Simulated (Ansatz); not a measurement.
A: CdF2 (fluorite), a = b = c = 5.388 Å, α = β = γ = 90.00°
B: NaCl (rock salt), a = b = c = 5.608 Å, α = β = γ = 90.00°
C: Pt (fcc, Cu type), a = b = c = 3.940 Å, α = β = γ = 90.00°

Scan: energy over volume and axial ratio (atoms clamped). All come from one method, each on a k mesh of its own. All were relaxed with their symmetry unable to fall. Pt is run without spin polarisation. Spin-orbit coupling is left out.

### Question
Order them by shear modulus C′ = (C11 − C12)/2 (fitted) (highest first) at the level r2SCAN (plane waves to 500 eV, PAW, scalar-relativistic; Ansatz, a program for electronic structure).

### Answer
A (58 GPa), C (45 GPa), B (24 GPa)

(A scan under strain: stresses follow from slopes of the energy per volume, elastic moduli from its curvatures.)
